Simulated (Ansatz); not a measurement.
In₂Ge₂O₇:
```
CELL_PARAMETERS angstrom
      3.35050     4.41183     0.00000
     -3.35050     4.41183     0.00000
     -1.06824     0.00000     4.82774
ATOMIC_POSITIONS crystal
  In 0.69284 0.69284 0.00000
  In 0.30716 0.30716 0.00000
  Ge 0.76618 0.23382 0.59297
  Ge 0.23382 0.76618 0.40703
  O  0.07454 0.59473 0.21159
  O  0.92546 0.40527 0.78841
  O  0.59473 0.07454 0.78841
  O  0.40527 0.92546 0.21159
  O  0.00000 0.00000 0.50000
  O  0.40865 0.59135 0.72694
  O  0.59135 0.40865 0.27306
```

Cartesian axes are those of the cell as given.

Give the high-frequency dielectric tensor and the Born effective charge tensors of the independent atoms from DFPT, r²SCAN (plane waves, PAW; program Ansatz).


ε∞:
```
3.72  0.00  0.02
0.00  3.54  0.00
0.02  0.00  3.49
```
Z* of atom 1 (In), rows: field, columns: displacement, in e:
```
 3.61   0.00  -0.02
 0.00   3.46   0.00
 0.06   0.00   3.18
```
Z* of atom 3 (Ge), rows: field, columns: displacement, in e:
```
 3.90   0.00  -0.08
 0.00   3.35   0.00
-0.18   0.00   3.62
```
Z* of atom 5 (O), rows: field, columns: displacement, in e:
```
-1.96  -0.12   0.10
-0.16  -2.18  -0.70
 0.11  -0.68  -1.78
```
Z* of atom 9 (O), rows: field, columns: displacement, in e:
```
-3.47   0.00   0.64
 0.00  -1.20   0.00
 0.70   0.00  -1.44
```
Z* of atom 10 (O), rows: field, columns: displacement, in e:
```
-1.86   0.00  -0.43
 0.00  -1.85   0.00
-0.44   0.00  -2.52
```

Static charges for comparison (Bader): In1 +2.04, Ge3 +2.54, O5 -1.29, O9 -1.37, O10 -1.31 e. Born charges measure polarisation by displacement and can exceed these by far.

Space group C2/m. The workflow started from a Materials Project entry (that database holds measured and hypothetical structures alike); the Crystallography Open Database files this formula in space group No. 12, but the cells were not matched. Its standing as an ambient phase is unchecked. The cell was relaxed with r²SCAN under the symmetry of its start; whether a distortion lowers the energy is not shown. Spin–orbit coupling is left out wherever it is not named.

Potentials: the later of the program's two PAW sets.
